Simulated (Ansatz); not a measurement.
Given:

MoRu$_{3}$:
```
MoRu3
1.0
    3.80911     0.00000     0.00000
    0.00000     3.80911     0.00000
    0.00000     0.00000     3.80911
Ru Mo
3 1
Direct
  0.00000   0.50000   0.50000
  0.50000   0.50000   0.00000
  0.50000   0.00000   0.50000
  0.00000   0.00000   0.00000
```

This is the PBEsol-relaxed structure.

### Question
All from the program Ansatz at the PBEsol level (PAW), unless another level is named. Predict the density of states at the Fermi level.

### Answer
0.93 states/eV per atom (mean over ±0.08 eV).

### Question
Predict the formation energy from the elements (no fitted shifts).

### Answer
0.004 eV/atom.

Space group Pm-3m (Cu3Au type). The cell is a constructed one: a structure type filled with these elements; neither database checked (COD, Materials Project) lists it. Its standing as an ambient phase is unchecked. Symmetry was held in the PBEsol relaxation; whether a distortion lowers the energy is not shown. No spin polarisation was allowed. The references are the lowest solids computed at this level, not always the standard phases. Scalar-relativistic: spin–orbit coupling is off unless named, which matters more the heavier the elements.

Potentials: the earlier of the program's two PAW sets. The files were generated under PBE; for other functionals the program regenerates the frozen cores, and for LDA and PBEsol the local potential too.
